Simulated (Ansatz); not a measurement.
Sc (hcp type), DFT, PBE, all-electron LAPW, scalar-relativistic (Ansatz 0.2.0), on 1 thread of Intel(R) Xeon(R) 6975P-C (Granite Rapids) (shared host).

Command: `ansatz run input.yaml --threads 1 --pin off --max-ram 2048MiB --backend cpu --events-out ev --progress --plain --runs-dir out`

```yaml
crystal:
  lattice:
    - [2.8756006708, 0.0, 0.0]
    - [-1.4378003354, 2.490343232, 0.0]
    - [0.0, 0.0, 4.4845066035]
  atoms:
    - { symbol: Sc, position: [0.3333333333, 0.6666666667, 0.25] }
    - { symbol: Sc, position: [0.6666666667, 0.3333333333, 0.75] }
kpoints:
  mp_grid: { grid: [13, 13, 7] }
scf:
  occupations: { method: fermi_dirac, width: 0.08 }
hamiltonian:
  xc: pbe
  pseudopotentials: { kind: all_electron, lapw: { basis_error: 0.001 } }
output:
  forces: true
  stress: true
  eigenvalues: true
  populations: true
```

Problem. How large is the problem that the program sets up?

Solution. 84 irreducible k-points, 263 plane waves at Γ, 15 bands.

Problem. About how long does it take?

Solution. 4.8 s of wall time for 5 SCF iterations. Times on shared machines scatter by tens of per cent.
